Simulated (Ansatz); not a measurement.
Al2Au from LDA upwards

The starting cell is an entry of the Crystallography Open Database (1963):

```
CELL_PARAMETERS angstrom
0.00000 3.00000 3.00000
3.00000 0.00000 3.00000
3.00000 3.00000 0.00000
ATOMIC_POSITIONS crystal
Al 0.25000 0.25000 0.25000
Al 0.75000 0.75000 0.75000
Au 0.00000 0.00000 0.00000
```

Atoms and cell were relaxed at zero pressure with plane-wave PAW DFT (Ansatz 0.2.0; one set of PAW datasets, made under PBE, for all functionals; 420 eV, r2SCAN 500 eV; 9×9×9 Γ-centred mesh, fermi-dirac occupations of width 0.100 eV; no spin polarisation, no spin-orbit coupling, no dispersion correction), keeping the symmetry (Fm-3m, No. 225).

Task: What cells and energies do LDA, PBEsol, PBE, r2SCAN give?

Result: The relaxed conventional cells:

| functional | a (Å) | volume (Å³/atom) | formation energy (eV/atom) |
| --- | --- | --- | --- |
| LDA | 5.957 | 17.61 | -0.499 |
| PBEsol | 6.003 | 18.03 | -0.451 |
| PBE | 6.060 | 18.55 | -0.435 |
| r2SCAN | 6.011 | 18.10 | -0.481 |
| the entry | 6.000 | 18.00 | – |

LDA gives the smallest volume and PBE the largest, 5.3 % more, the usual order, since LDA overbinds and PBE's gradient terms loosen the lattice. Against the entry's volume: LDA -2.2 %, PBEsol +0.2 %, PBE +3.0 %, r2SCAN +0.5 %. No verdict is drawn from this: the entry is old or was flagged in a check, so the entry may be off as well as the functionals. The formation energies span 0.06 eV an atom, lowest under LDA.

Caveats: each relaxation keeps the start's symmetry, so a distorted cell may lie lower; computed cells are at 0 K with fixed nuclei, while the entry holds thermal expansion, often some tenths of a per cent in volume and more in soft crystals; no spin-orbit coupling, which moves formation energies of heavy elements; formation energies are at zero smearing against the elements' usual phases under the same functional, gases as free molecules, uncorrected.
